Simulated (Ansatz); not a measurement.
Polymorphs of C, each relaxed with LDA in the plane-wave PAW code Ansatz:

A: P6/mmm
a = 2.4446 Å, b = 2.4446 Å, c = 3.6142 Å, α = 90.00°, β = 90.00°, γ = 120.00°

```
atom  site  symmetry       x       y       z
----  ----  --------  ------  ------  ------
C       2c      -6m2  0.3333  0.6667  0.0000
```

B: Fmmm
a = 2.4451 Å, b = 4.2340 Å, c = 6.7377 Å, α = 90.00°, β = 90.00°, γ = 90.00°

| atom | site | symmetry | x | y | z |
|---|---|---|---|---|---|
| C | 8h | m2m | 0.0000 | 0.3333 | 0.0000 |

**Question.** Rank these by energy per atom at 0 K (lowest first), as LDA gives it.

**Answer.** B (+0 meV/atom), A (+8 meV/atom)

Not the usual ambient phase: A; B. Weakly bound layers, chains or molecules computed without a dispersion correction, so cells and soft constants are ill determined: A; B. Unstable at this level: A; B. All cells were relaxed under the symmetry of their starts (and spin orders); stability against distortions was not tested throughout.

Energies hold the estimated change up to a 700 eV cutoff; steps of a few meV lie near the error of the meshes.

Potentials: the later of the program's two PAW sets.
